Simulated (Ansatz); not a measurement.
CaO:
```cif
data_CaO
_chemical_formula_sum 'Ca1 O1'
_space_group_name_H-M_alt 'P 1'
_space_group_IT_number 1
_cell_length_a 3.38288
_cell_length_b 3.38288
_cell_length_c 3.38288
_cell_angle_alpha 60.000
_cell_angle_beta 60.000
_cell_angle_gamma 60.000
loop_
_space_group_symop_operation_xyz
  'x, y, z'
loop_
_atom_site_label
_atom_site_type_symbol
_atom_site_fract_x
_atom_site_fract_y
_atom_site_fract_z
_atom_site_occupancy
Ca1 Ca 0.00000 0.00000 0.00000 1
O1 O 0.50000 0.50000 0.50000 1
```

Relaxed with r²SCAN+D4.

Question: Decompose the optical modes at the zone centre into irreducible representations, and say which are infrared and Raman allowed.

Answer: Point group m-3m: Γ_opt = T1u. Infrared: T1u. Raman: none.

Question: Assign frequencies (DFPT, r²SCAN+D4 (plane waves, PAW; program Ansatz); without the LO–TO term).

Answer: T1u 288 cm⁻¹.

Space group Fm-3m (rock salt). The r²SCAN+D4 relaxation kept the symmetry of its start.

Potentials: the later of the program's two PAW sets.
